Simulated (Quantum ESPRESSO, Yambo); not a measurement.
LiBH4 (space group P6_3mc, No. 186). The geometry is that of Materials Project entry mp-2659898, symmetrised and not relaxed again. Chain: LDA (pw.x of Quantum ESPRESSO, ONCV potentials, without SOC); G0W0 in Yambo (3×3×2 Γ-centred k mesh, bands 3 to 199 and a 8 Ry block in the screening, 199 bands in G with the Bruneval-Gonze terminator, plasmon pole fitted at 27.2 eV); BSE (9×9×4 mesh, 6 valence and 7 conduction bands, static screening with 52 bands and a 3 Ry block, scissor 3.21 eV, Tamm-Dancoff).

The LDA gap (dense path) comes out as 6.36 eV, the LDA gap Γ → Γ on the GW mesh comes out as 6.54 eV and the LDA smallest direct gap on the GW mesh, at Γ is 6.54 eV. The G0W0 direct gap at that point is 9.75 eV and the G0W0 correction to the gap Γ → Γ is 3.22 eV. The lowest exciton is no binding energy given (see below) and the RPA electronic dielectric constant along x is 2.45 (9×9×4 mesh, LDA bands).

Rough cost of the Yambo steps against G0W0 for 8 states: BSE about 9×, one RPA spectrum about 1/4.

Nearest settings tried, and what they do to the gap: 123 bands in G: +0 meV; 123 bands in W, 123 bands in G: -23 meV; 7 Ry block (247 vectors against 313): -41 meV; 3×3×1 mesh: -29 meV. So the settings aren't converged at that level. The mesh misses a band edge: along a dense path the LDA gap is 6.36 eV against 6.54 eV on the mesh. The BSE states are vertical excitations (zero momentum); the indirect quasiparticle gap, about 9.58 eV, is smaller than the direct one (9.75 eV on the GW mesh). Convergence of the RPA response with its 9×9×4 mesh was not tested. The run can't give a binding energy: its band window is complete only up to 11.45 eV, too close above the direct gap of 9.75 eV. Axes are Cartesian, with cell vectors (Å) (4.20, 0.00, 0.00), (-2.10, 3.64, 0.00), (0.00, 0.00, 7.42).

The structure is a Materials Project entry; no match was found in the copy of COD used, and its stability was not checked.
